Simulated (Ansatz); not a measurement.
AlRu2C:
```xyz
8
Lattice="2.8784 0.0000 0.0000 -1.4392 2.4928 0.0000 0.0000 0.0000 13.3535" Properties=species:S:1:pos:R:3 pbc="T T T"
Al     1.4392     0.8309     3.3384
Al     0.0000     1.6619    10.0151
Ru     0.0000     1.6619     5.3962
Ru     1.4392     0.8309     7.9574
Ru     1.4392     0.8309    12.0729
Ru     0.0000     1.6619     1.2806
C      0.0000     0.0000     6.6768
C      0.0000     0.0000     0.0000
```

Relaxed with r²SCAN. Special points in fractions of this cell's reciprocal vectors: Γ (0.000, 0.000, 0.000); M (0.500, 0.000, 0.000); K (0.333, 0.333, 0.000); A (0.000, 0.000, 0.500); L (0.500, 0.000, 0.500); H (0.333, 0.333, 0.500).

Question: List the band energies nearest the Fermi level at these points for DFT-r²SCAN with spin–orbit coupling in the program Ansatz with PAW potentials.

Answer: In eV from the Fermi level; about four levels below and three above (degenerate sets whole), none deeper than 8.9 eV; points with the same levels are listed once.

```json
[
 {"k": "Γ", "below": "-0.93 -0.93 -0.90 -0.90", "above": "1.00 1.00 1.25 1.25"},
 {"k": "M", "below": "-0.90 -0.90 -0.70 -0.70", "above": "0.35 0.35 0.37 0.37"},
 {"k": "K", "below": "-0.83 -0.83 -0.03 -0.03", "above": "0.10 0.10 0.58 0.58"},
 {"k": "A", "below": "-0.94 -0.94 -0.94 -0.94", "above": "1.12 1.12 1.12 1.12"},
 {"k": "L", "below": "-1.03 -1.03 -1.03 -1.03", "above": "0.01 0.01 0.01 0.01"},
 {"k": "H", "below": "-0.90 -0.90 -0.86 -0.86", "above": "0.15 0.15 0.24 0.24"}
]
```

Space group P6_3/mmc. The start of the workflow was typed in or built on a structure type; neither database checked (COD, Materials Project) lists it. Its standing as an ambient phase is unchecked. Symmetry was held in the r²SCAN relaxation; whether a distortion lowers the energy is not shown. The run is not spin-polarised.

Potentials: the later of the program's two PAW sets.
